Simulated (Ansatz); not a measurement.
Si:
```
Si
1.0
    3.80226     0.00000     0.00000
   -1.90113     3.29286     0.00000
    0.00000     0.00000     6.28870
Si
4
Direct
  0.33333   0.66667   0.06303
  0.66667   0.33333   0.93697
  0.66667   0.33333   0.56303
  0.33333   0.66667   0.43697
```

Relaxed with LDA.

**Question.** List the phonon frequencies at the special points (DFPT on a 3×3×2 q-mesh, Fourier-interpolated; the program Ansatz at the LDA level (PAW)).

**Answer.** In cm⁻¹.

```csv
q,frequencies
Γ,0 0 0 95 95 372 415 493 493 508 508 508
M,92 120 163 188 306 347 402 419 460 462 481 489
K,186 186 189 207 303 303 380 380 466 468 468 491
A,86 86 86 86 235 235 480 480 497 497 497 497
L,117 117 131 131 365 365 413 413 466 466 471 471
H,130 130 205 205 358 358 382 382 463 463 472 472
```

Space group P6_3/mmc. The first step of the workflow began from a Materials Project structure, measured or hypothetical; the Crystallography Open Database copy checked does not list it. It is not the phase usual at ambient conditions (space group No. 227). The cell was relaxed with LDA under the symmetry of its start; whether a distortion lowers the energy is not shown.

Potentials: the earlier of the program's two PAW sets. The files were generated under PBE; for other functionals the program regenerates the frozen cores, and for LDA and PBEsol the local potential too.
